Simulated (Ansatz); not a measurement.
# NaI (rock salt): generalised stacking-fault energy along a line

Generalised stacking fault of NaI (rock salt) on the {110} plane. The cell below holds the perfect crystal with the plane normal along z; tilting its third vector by the shift puts one fault into each cell, between planes 2.28 Å apart, at fixed cell height.

```xyz
6
Lattice="4.5680 0.0000 0.0000 0.0000 6.4601 0.0000 2.2840 3.2301 6.8520" Properties=species:S:1:pos:R:3 pbc="T T T"
I      1.9033     2.6917     5.7100
I      1.9033     2.6917     1.1420
I      4.1873     5.9218     3.4260
Na     1.9033     5.9218     5.7100
Na     1.9033     5.9218     1.1420
Na     4.1873     2.6917     3.4260
```

In-plane vectors a = (4.568, 0.000) Å, b = (0.000, 6.460) Å, area 29.51 Å². The shift is s times the vector a (length 4.568 Å), so s = 1 restores the start. The shift is rigid: no atom relaxes. γ = [E(shift) − E(0)] / area.

Calculation: r2SCAN (plane waves to 500 eV, PAW, scalar-relativistic; Ansatz, a quantum-chemistry and plane-wave program). k mesh 7×7×7 (Γ-centred), Fermi-Dirac smearing 0.05 eV. Energies are extrapolated to zero smearing. Compression counts positive. Faults lie only 6.9 Å apart, and holding the cell height and the atoms raises γ above its relaxed value. Left out: 1 of 12 points, with atoms too close for the PAW data. NaI was relaxed with its symmetry unable to fall. Spin-orbit coupling is left out, though I is heavy. γ is measured from zero shift.

| shift (Å) | γ (mJ/m²) | σ normal to the fault (GPa) |
|---|---|---|
| 0.000 | 0 | 0.0 |
| 0.381 | 47 | 0.5 |
| 0.761 | 208 | 2.4 |
| 1.142 | 518 | 6.1 |
| 1.523 | 954 | 11.4 |
| 1.903 | 1367 | 16.5 |
| 2.665 | 1367 | 16.5 |
| 3.045 | 954 | 11.4 |
| 3.426 | 518 | 6.1 |
| 3.807 | 208 | 2.4 |
| 4.187 | 47 | 0.5 |

(The slope of γ gives the shear force per area between the displaced halves; near zero shift its curvature is an elastic stiffness.)
